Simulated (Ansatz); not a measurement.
Relaxed LiH (rock salt):

```
LiH
1.0
    0.00000     4.00712     4.00712
    2.00356     2.00356     4.00712
    2.00356     2.00356     0.00000
H Li
2 2
Direct
  0.00000   0.00000   0.00000
  0.50000   0.00000   0.00000
  0.00000   0.50000   0.50000
  0.50000   0.50000   0.50000
```

The atoms are displaced by Q × the pattern below (from a DFPT mode at X = (0.5, 0.5, 0.0), largest move 1; Q in Å), at fixed cell. It is one choice among 2 degenerate patterns. (q is in reciprocal vectors of the primitive cell; the cell shown is doubled to hold the pattern.)

| atom | x | y | z |
|---|---|---|---|
| H1 | 0.000 | 1.000 | 0.000 |
| H2 | 0.000 | -1.000 | 0.000 |
| Li3 | 0.000 | 0.027 | 0.000 |
| Li4 | 0.000 | -0.027 | 0.000 |

Computed with PBE (plane waves to 420 eV, PAW, scalar-relativistic; Ansatz, a program for electronic structure). k mesh 14×14×14 (Γ-centred), Fermi-Dirac smearing 0.05 eV. Energies are smeared free energies. Stress and pressure are positive under compression. LiH was relaxed with its symmetry unable to fall. ΔE is measured from the undisplaced structure.

```csv
Q (Å),P (GPa),−dE/dQ from forces (eV/Å),ΔE (meV/cell)
-0.180,0.57,0.999,85.7
-0.150,0.39,0.809,58.6
-0.120,0.25,0.632,(withheld)
-0.090,0.14,0.465,(withheld)
-0.060,0.06,0.305,9.1
-0.030,0.01,0.151,2.3
0.000,0.00,0.000,0.0
0.030,0.01,-0.151,2.3
0.060,0.06,-0.305,9.1
0.090,0.14,-0.465,(withheld)
0.120,0.25,-0.632,(withheld)
0.150,0.39,-0.809,58.6
0.180,0.57,-0.999,85.7
```

Problem. Complete the blanks.

Solution. 
- -0.120, ΔE (meV/cell): 37.1
- -0.090, ΔE (meV/cell): 20.6
- 0.090, ΔE (meV/cell): 20.6
- 0.120, ΔE (meV/cell): 37.1

(For displaced atoms, the force is minus the slope of the energy, and its curvature is a force constant, which sets phonon frequencies.)
